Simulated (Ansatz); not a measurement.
Rh (fcc (Cu type), Fm-3m) under volume change, PBEsol in the plane-wave PAW code Ansatz, scaled uniformly.

```
V (Å³/atom)  E − E(relaxed) (meV/atom)  P (GPa)
-----------  -------------------------  -------
12.287                               …        …
12.692                            50.9    21.41
13.097                            11.9     9.73
13.502                             0.0     0.00
13.907                            10.6    -8.10
14.312                            39.8   -14.83
14.717                               …        …
```

Problem. Complete the blanks.

Solution. 
- 14.717, E − E(relaxed) (meV/atom): 84.6
- 14.717, P (GPa): -20.41
- 12.287, E − E(relaxed) (meV/atom): 122.2
- 12.287, P (GPa): 35.42

Problem. What does a third-order Birch–Murnaghan fit give for V₀, B₀ and B′?

Solution. V₀ = 13.50 Å³/atom, B₀ = 295 GPa, B′ = 5.1.

Symmetry was held in the PBEsol relaxation. The run is not spin-polarised.

Potentials: the later of the program's two PAW sets.
